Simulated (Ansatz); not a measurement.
This cell of SnO (litharge type, space group P4/nmm) is off equilibrium:

```yaml
crystal:
  lattice:
    - [3.83618, 0.00000, 0.00000]
    - [0.00000, 3.83618, 0.00000]
    - [0.00000, 0.00000, 4.75736]
  atoms:
    - { symbol: Sn, position: [0.50000, 0.00000, 0.24343] }
    - { symbol: Sn, position: [0.00000, 0.50000, 0.75657] }
    - { symbol: O, position: [0.00000, 0.00000, 0.00000] }
    - { symbol: O, position: [0.32535, 0.50000, 0.00000] }
```

These are PBE-D3(BJ) (plane waves to 420 eV, PAW, scalar-relativistic; Ansatz, a first-principles code) values and carry that method's errors. k mesh 10×10×8 (Γ-centred), Fermi-Dirac smearing 0.05 eV. Energies are smeared free energies. Stress and pressure are positive under compression. With partly filled bands, energies and forces of such displacements shift with the k mesh and the smearing. At this level the bands of SnO touch or barely overlap; measurements give the solid a gap. SnO was relaxed with its symmetry unable to fall. The PAW data are Ansatz's earlier set.

Predict the force on every atom, in eV/Å.


```csv
atom,Fx,Fy,Fz
Sn1,-0.496,0.000,-0.346
Sn2,-7.623,0.000,-7.174
O3,-3.077,0.000,-0.284
O4,11.196,0.000,7.804
```

What is the stress tensor (GPa)?


```
   24.6      0.0     20.3
    0.0      9.8      0.0
   20.3      0.0     18.3
```
The pressure, a third of the trace, is 17.6 GPa.

In it atom 4 sits (-0.670, 0.000, 0.000) Å away from its relaxed site. What is its energy relative to the relaxed cell?

2729 meV/cell.

(A displaced cell: forces are minus the slopes of the energy, force constants its curvatures, and phonons follow from these.)
